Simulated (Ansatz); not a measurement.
CdSe (zinc blende)

```
CELL_PARAMETERS angstrom
      0.00000     3.04101     3.04101
      3.04101     0.00000     3.04101
      3.04101     3.04101     0.00000
ATOMIC_POSITIONS crystal
  Se 0.75000 0.75000 0.75000
  Cd 0.00000 0.00000 0.00000
```

Grid over V/V₀ and (c/a)/(c/a)₀, subscript 0 meaning the relaxed cell; the conventional c axis lies along z; no internal relaxation.

All values below come from PBEsol (plane waves to 420 eV, PAW, scalar-relativistic; Ansatz, a program for electronic structure). k mesh 9×9×9 (Γ-centred), Fermi-Dirac smearing 0.05 eV. Stress and pressure are positive under compression. CdSe was relaxed with its symmetry unable to fall. The PAW data are Ansatz's earlier set.

Changes of σxx (GPa) from the point V/V₀ = 1.000, (c/a)/(c/a)₀ = 1.000 when one coordinate moves alone (two changes are said to add if the coupling is within 5 % of the smaller one, nearly so within 20 %):

| point | change |
|---|---|
| V/V₀ = 1.000, (c/a)/(c/a)₀ = 0.960 | -0.260 |
| V/V₀ = 1.000, (c/a)/(c/a)₀ = 0.980 | -0.123 |
| V/V₀ = 0.960, (c/a)/(c/a)₀ = 1.000 | 2.341 |
| V/V₀ = 0.980, (c/a)/(c/a)₀ = 1.000 | 1.104 |
| V/V₀ = 1.020, (c/a)/(c/a)₀ = 1.000 | -0.985 |
| V/V₀ = 1.040, (c/a)/(c/a)₀ = 1.000 | -1.863 |
| V/V₀ = 1.000, (c/a)/(c/a)₀ = 1.020 | 0.112 |
| V/V₀ = 1.000, (c/a)/(c/a)₀ = 1.040 | 0.214 |

Task: Do the two effects add at V/V₀ = 0.960, (c/a)/(c/a)₀ = 0.980? Give the computed change.

Result: The sum of the single changes is 2.341 + (-0.123) = 2.218; the calculation gives 2.233, so the coupling contributes 0.015 (under 20 % of the smaller single change, nearly additive).

Task: What is the change at V/V₀ = 1.040, (c/a)/(c/a)₀ = 1.040, where both move, and how far is it from the sum?

Result: The sum of the single changes is -1.863 + (0.214) = -1.649; the calculation gives -1.620, so the coupling contributes 0.029 (under 20 % of the smaller single change, nearly additive).

(Under strain, the slope of the energy per volume gives the stress and its curvature an elastic modulus.)
